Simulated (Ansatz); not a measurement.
**GaN — XPS core lines**

Cell: a structure deposited in the COD, ions relaxed with PBE at fixed cell, repeated to a supercell; a hole's nearest image is 6.4 Å away.

```cif
data_GaN
_symmetry_space_group_name_H-M 'P6_3mc'
_symmetry_Int_Tables_number 186
_cell_length_a 3.1800
_cell_length_b 3.1800
_cell_length_c 5.1660
_cell_angle_alpha 90.000
_cell_angle_beta 90.000
_cell_angle_gamma 120.000
loop_
_atom_site_label
_atom_site_type_symbol
_atom_site_symmetry_multiplicity
_atom_site_Wyckoff_symbol
_atom_site_fract_x
_atom_site_fract_y
_atom_site_fract_z
Ga1 Ga 2 b 0.3333 0.6667 0.0010
N17 N 2 b 0.3333 0.6667 0.6240
```

One atom of each set is listed; the run and its k-mesh use a cell of 32 atoms with edges of 6.36, 6.36, 10.33 Å.

The numbers come from a DFT calculation in Ansatz (PBE, plane waves and PAW, scalar-relativistic, 420 eV cutoff, Γ-centred 4×4×2 k-points, fixed occupations).

Each value is a total-energy difference between the cell with one core hole and the ground state (ΔSCF), counted from the top of the valence band. The cell with the hole is spin-polarised, as the shell with the hole is left with one unpaired spin. The periodic images are corrected with the calculated ε∞ = 5.72, 5.72, 5.89.

Q: Give the Ga 2p, N 1s lines of each distinct site.

A: 

| line | atom | first shell | E_B (eV) | j = l + ½ / j = l − ½ (eV) |
| --- | --- | --- | --- | --- |
| Ga 2p | 1 | 4 N at 1.94–1.95 Å | 1120.5 | 1111.5 / 1138.6 |
| N 1s | 17 | 4 Ga at 1.94–1.95 Å | 395.2 | – |

For p, d and f shells E_B is the weighted mean of the two lines, whose splitting comes from the free atom's Dirac orbitals.

Absolute PBE values can be off by an eV or more. Multiplets, satellites and widths aren't calculated.

The cell isn't at the calculated equilibrium (pressure 7 GPa in the ground-state run).

Hardware: 1 thread of Arm Neoverse N1 (aarch64; 8 cores open to the job, memory cap 3.0 GiB, no GPU), a shared host with a load of 0.2 a core. Wall time 10 min, CPU time 10 min, peak memory 1.3 GiB.
